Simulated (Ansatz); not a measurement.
# How much do the gradients of CsVTeO6 depend on the method?

Cell: a Materials Project structure (computed, not necessarily an observed phase), taken as it stands.

Space group Imma (No. 74); a = 7.1184, b = 7.2738, c = 10.1827 Å.

| site | Wyckoff | site symmetry | x | y | z |
| --- | --- | --- | --- | --- | --- |
| Cs | 4e | mm2 | 0.0000 | 0.7500 | 0.6204 |
| V | 4d | .2/m. | 0.7500 | 0.7500 | 0.2500 |
| Te | 4a | 2/m.. | 0.0000 | 0.0000 | 0.0000 |
| O7 | 4e | mm2 | 0.0000 | 0.2500 | 0.0778 |
| O8 | 4e | mm2 | 0.5000 | 0.7500 | 0.1994 |
| O9 | 16j | 1 | 0.3034 | 0.9385 | 0.3765 |

One atom of each set is listed; the run and its k-mesh use a cell of 18 atoms with edges of 7.20, 7.20, 7.20 Å.

First run. All values are calculated (Ansatz; DFT, PBE, plane waves and PAW, scalar-relativistic, 420 eV cutoff, Γ-centred 5×5×5 k-points, Fermi–Dirac smearing 0.02 eV), not measured.

| site | V_zz (10²¹ V/m²) | η |
| --- | --- | --- |
| Cs | 0.78 | 0.74 |
| V | -5.30 | 0.14 |
| Te | 10.65 | 0.65 |
| O7 | 13.27 | 0.66 |
| O8 | 1.37 | 0.33 |
| O9 | 11.87 | 0.17 |

Second run. The same atoms and settings, except that the functional is r2SCAN and the cutoff is 500 eV.

**Question.** Given the first result, estimate the second.

**Answer.** 

| site | V_zz | η | change of V_zz |
| --- | --- | --- | --- |
| Cs | 0.81 | 0.64 | +0.03 |
| V | -5.26 | 0.12 | +0.04 |
| Te | 11.30 | 0.63 | +0.65 |
| O7 | 13.65 | 0.65 | +0.38 |
| O8 | 1.81 | 0.23 | +0.44 |
| O9 | 12.23 | 0.18 | +0.36 |

The largest change of V_zz is on Te, from 10.65 to 11.30. In per cent, |V_zz| changes by +4 on Cs, -1 on V, +6 on Te, +3 to +33 on O (all sites that start above 0.5).

Without spin–orbit coupling the gradients at and beside Te can be off by some per cent, at some sites by more.
For the first run: The largest force is 0.4 eV/Å, so the atoms aren't at the calculated equilibrium and relaxing them would move these values.
For the second run: At this cell the r2SCAN pressure is -7 GPa, so with r2SCAN the cell would shrink if it were relaxed. The entry's cell may itself be off. The largest force is 0.5 eV/Å, so the atoms aren't at the calculated equilibrium and relaxing them would move these values.
